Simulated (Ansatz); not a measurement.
A relaxed cell of Cu₂O (Pn-3m (No. 224)), relaxed on a k-mesh at least as fine as the one used below. The numbers are results of r2SCAN (plane waves to 500 eV, PAW, scalar-relativistic; Ansatz, a program for electronic structure), not measurements. Γ-centred k-mesh 3×6×6 on the run's cell (coarser than for final values), Fermi–Dirac smearing 0.05 eV.

```xyz
12
Lattice="8.4891 0.0000 0.0000 0.0000 4.2445 0.0000 0.0000 0.0000 4.2445" Properties=species:S:1:pos:R:3 pbc="T T T"
Cu     3.1834     3.1834     3.1834
Cu     7.4279     3.1834     3.1834
Cu     3.1834     1.0611     1.0611
Cu     7.4279     1.0611     1.0611
Cu     1.0611     3.1834     1.0611
Cu     5.3057     3.1834     1.0611
Cu     1.0611     1.0611     3.1834
Cu     5.3057     1.0611     3.1834
O      0.0000     0.0000     0.0000
O      4.2445     0.0000     0.0000
O      2.1223     2.1223     2.1223
O      6.3668     2.1223     2.1223
```

The atoms are displaced by (Å):

```csv
atom,ux,uy,uz
Cu1,0.002,-0.087,0.001
Cu2,-0.043,-0.019,-0.114
Cu3,-0.053,0.093,0.022
Cu4,0.010,0.103,0.092
Cu5,-0.054,0.074,-0.037
Cu6,-0.086,0.013,0.092
Cu7,-0.029,-0.015,0.172
Cu8,-0.046,-0.177,-0.024
O9,-0.062,0.139,-0.109
O10,-0.013,-0.094,0.176
O11,0.057,0.010,0.015
O12,0.032,-0.044,0.097
```

**Question.** What forces (eV/Å) and pressure result?

**Answer.** 
```
atom     Fx     Fy     Fz
----  -----  -----  -----
Cu1    1.27   1.27   1.59
Cu2    1.97   2.34   1.93
Cu3    1.45  -1.71  -1.26
Cu4    1.11  -1.18  -1.50
Cu5    0.21  -0.26   0.19
Cu6    2.28  -2.15   2.20
Cu7    4.06   3.56  -3.49
Cu8    0.06   0.14   0.31
O9    -3.72  -3.48   3.09
O10   -2.23   1.90  -2.66
O11   -3.22   0.36   0.43
O12   -3.26  -0.79  -0.84
```

Pressure +4.5 GPa.

**Question.** Estimate the energy cost of the displacement in the harmonic approximation and compare with the calculation.

**Answer.** For a harmonic well ΔE = −½ Σ F·u = 1.684 eV a cell, or 140 meV/atom. The calculated energy relative to the undisplaced cell is +0.13 eV/atom, so the harmonic estimate holds well.

No spin polarisation in the result.

The run that gave the undisplaced cell could not lose the symmetry of its start; a randomly shaken copy of 6 atoms returns to this structure.
